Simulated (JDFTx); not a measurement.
```json
{
 "surface": "NaF(100), F/Na outermost, slab composition Na4F4",
 "bulk": "NaF, Fm-3m, lattice of mp-682 (not re-optimised)",
 "slab": "8 atoms in 4 planes, 1x1, 6.9 Å between the outermost planes",
 "in-plane cell": "3.233 × 3.233 Å, 10.45 Å²",
 "cell_height": "22.9 Å",
 "sampling": "6×6×1 k mesh, Fermi smearing 0.003 Ha, no spin polarisation"
}
```

Whether this polymorph is the ambient one wasn't checked.

Computed with JDFTx (a modified build): PBE, GBRV ultrasoft potentials, plane waves to 20/100 Ha. Vacuum. The outer atoms relax from bulk positions, keeping the cell's symmetry; the lattice is not PBE's own optimum in this code, and that strain can shift the moves by a few hundredths of an ångström. Input:

```
lattice \
  6.1090002430 0.0000000000 0.0000000000 \
  0.0000000000 6.1090002430 0.0000000000 \
  0.0000000000 0.0000000000 43.2747282539
coords-type Lattice
ion F 0.0000000000 0.0000000000 -0.1497311140 1
ion F 0.5000000000 0.5000000000 -0.0499103710 1
ion F 0.0000000000 0.0000000000 0.0499103710 1
ion F 0.5000000000 0.5000000000 0.1497311140 1
ion Na 0.5000000000 0.5000000000 -0.1497311140 1
ion Na 0.0000000000 0.0000000000 -0.0499103710 1
ion Na 0.5000000000 0.5000000000 0.0499103710 1
ion Na 0.0000000000 0.0000000000 0.1497311140 1
ion-species pseudo/f_pbe_v1.4.upf
ion-species pseudo/na_pbe_v1.5.upf
elec-cutoff 20 100
elec-ex-corr gga-PBE
coulomb-interaction Slab 001
coulomb-truncation-embed 0 0 0
kpoint-folding 6 6 1
elec-smearing Fermi 0.003
lcao-params 10
elec-n-bands 39
converge-empty-states yes
electronic-scf nIterations 100 energyDiffThreshold 1e-07
ionic-minimize nIterations 10 energyDiffThreshold 1e-5 knormThreshold 4e-4
dump-name vac.$VAR
dump End State Ecomponents EigStats BandEigs Forces ElecDensity IonicPositions Fillings Kpoints Dtot
```

### Question
How far do the free atoms of the upper face move along the normal, and how much energy is released?

### Answer
F (atom 4) 0.17 Å, Na (atom 8) 0.15 Å, Na (atom 7) 0.06 Å, F (atom 3) 0.05 Å (positive: outward). The free energy falls by 0.049 eV per cell, 38 mJ/m².
